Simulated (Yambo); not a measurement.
Ba$_{2}$CaMoO$_{6}$: lowest vertical excitons

```
Ba2CaMoO6
1.0
    0.00000     4.25032     4.25032
    4.25032     0.00000     4.25032
    4.25032     4.25032     0.00000
O Ca Mo Ba
6 1 1 2
Cartesian
  4.25032   4.25032   6.20343
  4.25032   4.25032   2.29721
  6.20343   4.25032   4.25032
  2.29721   4.25032   4.25032
  4.25032   6.20343   4.25032
  4.25032   2.29721   4.25032
  0.00000   0.00000   0.00000
  4.25032   4.25032   4.25032
  6.37548   6.37548   6.37548
  2.12516   2.12516   2.12516
```

The geometry is that of Materials Project entry mp-19403, symmetrised and not relaxed again.

BSE in Yambo on PBEsol (Quantum ESPRESSO, PseudoDojo norm-conserving, 84 Ry, without SOC) bands: 4×4×4 mesh, 16 valence and 6 conduction bands, static screening with 96 bands and a 3 Ry block, scissor 1.46 eV, Tamm-Dancoff; field along x.

```tsv
state	energy (eV)	states within 2 meV	relative strength	class	main transitions
1	2.69	1	< 0.01	dark	VB → CB (65 %)
2	2.81	3	< 0.01	dark	several band pairs
3	2.88	3	< 0.01	dark	several band pairs
4	3.06	3	< 0.01	dark	several band pairs
5	3.11	2	< 0.01	dark	VB → CB (99 %)
6	3.18	1	< 0.01	dark	VB → CB (93 %)
7	3.24	2	< 0.01	dark	several band pairs
8	3.25	3	1.00	strong	several band pairs
9	3.26	3	< 0.01	dark	VB → CB (99 %)
10	3.28	2	< 0.01	weak	VB → CB (95 %)
```

These are vertical excitations (zero momentum). The direct quasiparticle gap on this mesh is 3.49 eV; counted from there, state 1 is bound by 0.80 eV. Convergence with the mesh was not shown.

Spin singlets only. Strengths are relative to the strongest of the lowest states of this run; strong means a line over 3 % of the spectrum's maximum, dark under 0.03 %. Absolute energies carry the error of the G0W0 scissor, whose convergence isn't established.

Spin-orbit splittings are left out.
